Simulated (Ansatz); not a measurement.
Ti (diamond, space group No. 227) under volume change, plane-wave PAW PBEsol (Ansatz code), scaled uniformly.

```
V (Å³/atom)  E − E(relaxed) (meV/atom)  P (GPa)
-----------  -------------------------  -------
22.943                               ?        ?
23.699                             7.0     1.50
24.456                             1.7     0.75
25.212                             0.0    -0.01
25.968                               ?        ?
26.725                             6.0    -1.22
27.481                            13.1    -1.76
```

**Question.** Fill in the missing entries.

**Answer.** 
- 22.943, E − E(relaxed) (meV/atom): 15.8
- 22.943, P (GPa): 2.17
- 25.968, E − E(relaxed) (meV/atom): 1.6
- 25.968, P (GPa): -0.65

**Question.** What does a third-order Birch–Murnaghan fit give for V₀, B₀ and B′?

**Answer.** V₀ = 25.25 Å³/atom, B₀ = 22.2 GPa, B′ = 1.1.

Space group Fd-3m (diamond). The start of the workflow was typed in or built on a structure type; neither database checked (COD, Materials Project) lists it. It is not the phase usual at ambient conditions (space group No. 194). Symmetry was held in the PBEsol relaxation. At this level the phase is mechanically unstable. The final state is ferromagnetic, chosen from 4 collinear starts compared on coarse meshes (ties went to the first, and starts can fall back to one state), not a proven ground state.

Potentials: the earlier of the program's two PAW sets. The files were generated under PBE; for other functionals the program regenerates the frozen cores, and for LDA and PBEsol the local potential too.
